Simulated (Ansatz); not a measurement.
Starting cell, HfO$_{2}$ (tetragonal-ZrO2 type, space group P4_2/nmc):

```
HfO2
1.0
    3.56753     0.00000     0.00000
    0.00000     3.56753     0.00000
    0.00000     0.00000     5.16669
Hf O
2 4
Cartesian
  0.00000   0.00000   0.00000
  1.78377   1.78377   2.58335
  0.00000   1.78377   1.03385
  0.00000   1.78377   3.61720
  1.78377   0.00000   1.54950
  1.78377   0.00000   4.13284
```

In this cell atom 4 (O, nearest neighbour Hf at 2.062 Å; its periodic images, 3.6 Å or more away, move with it) is moved by s along Cartesian z, unit vector (0.000, 0.000, 1.000); all other atoms and the cell stay fixed.

All values below come from PBEsol (plane waves to 420 eV, PAW, scalar-relativistic; Ansatz, a quantum-chemistry and plane-wave program). k mesh 8×8×5 (Γ-centred), Fermi-Dirac smearing 0.05 eV. The energy includes the smearing's −TS. HfO2 is run without spin polarisation. HfO2 was relaxed with its symmetry unable to fall. Spin-orbit coupling is left out, though Hf is heavy. The PAW data are Ansatz's earlier set. This is a high-temperature form of HfO2. ΔE is measured from the undisplaced structure.

```json
[
 {"s (Å)": "-0.410", "ΔE (meV/cell)": "withheld"},
 {"s (Å)": "-0.328", "ΔE (meV/cell)": "771"},
 {"s (Å)": "-0.246", "ΔE (meV/cell)": "429"},
 {"s (Å)": "-0.164", "ΔE (meV/cell)": "188"},
 {"s (Å)": "-0.082", "ΔE (meV/cell)": "47"},
 {"s (Å)": "0.000", "ΔE (meV/cell)": "0"},
 {"s (Å)": "0.082", "ΔE (meV/cell)": "46"},
 {"s (Å)": "0.164", "ΔE (meV/cell)": "181"},
 {"s (Å)": "0.246", "ΔE (meV/cell)": "405"},
 {"s (Å)": "0.328", "ΔE (meV/cell)": "717"},
 {"s (Å)": "0.410", "ΔE (meV/cell)": "1116"}
]
```

Q: Fit a polynomial form (powers 2, 3, 4) to the given rows and predict ΔE at s = -0.410.

A: Least squares on the 10 given rows: ΔE = (6850)·s² + (-769.9)·s³ + (617.2)·s⁴, in meV/cell with s in Å; root-mean-square residual 0.3 meV/cell. At -0.410 the fit gives 1222 meV/cell; the calculation gives 1218 meV/cell, so the extrapolation is off by 4 (+0.3 %). The quadratic term alone would give 1151 meV/cell.

(A displaced cell: forces are minus the slopes of the energy, force constants its curvatures, and phonons follow from these.)
